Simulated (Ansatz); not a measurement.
GeSb2Te4:
```
CELL_PARAMETERS angstrom
      2.12351     1.22601    13.41115
     -2.12351     1.22601    13.41115
      0.00000    -2.45202    13.41115
ATOMIC_POSITIONS crystal
  Ge 0.00000 0.00000 0.00000
  Sb 0.42427 0.42427 0.42427
  Sb 0.57573 0.57573 0.57573
  Te 0.13373 0.13373 0.13373
  Te 0.86627 0.86627 0.86627
  Te 0.29190 0.29190 0.29190
  Te 0.70810 0.70810 0.70810
```

Relaxed with PBE+D3(BJ). Special points in fractions of this cell's reciprocal vectors: Γ (0.000, 0.000, 0.000); T (0.500, 0.500, 0.500); H2 (0.828, 0.172, 0.500); H0 (0.500, -0.172, 0.172); L (0.500, 0.000, 0.000); S0 (0.336, -0.336, 0.000); S2 (0.664, 0.000, 0.336); F (0.500, 0.000, 0.500).

Problem. List the band energies nearest the valence-band maximum at these points for plane-wave PAW PBE+D3(BJ) (Ansatz code).

Solution. In eV from the valence-band maximum; about four levels below and three above (degenerate sets whole), none deeper than 8.9 eV; points with the same levels are listed once.

```tsv
k	below	above
Γ	-1.60 -1.60 -1.02 -0.29	0.44 0.44 0.60
T	-1.42 -1.42 -1.39 0.00	0.11 0.11 0.17
H2	-2.80 -1.62 -1.36 -0.84	0.67 1.28 1.35
L	-1.99 -1.87 -1.71 -1.04	0.30 1.07 1.16
S0	-2.57 -1.85 -1.12 -0.99	0.84 0.90 1.87
F	-2.73 -2.34 -1.45 -0.65	0.23 0.44 1.64
```

Space group R-3m. The cell was relaxed with PBE+D3(BJ) under the symmetry of its start. Spin–orbit coupling is left out wherever it is not named.

Potentials: the later of the program's two PAW sets.
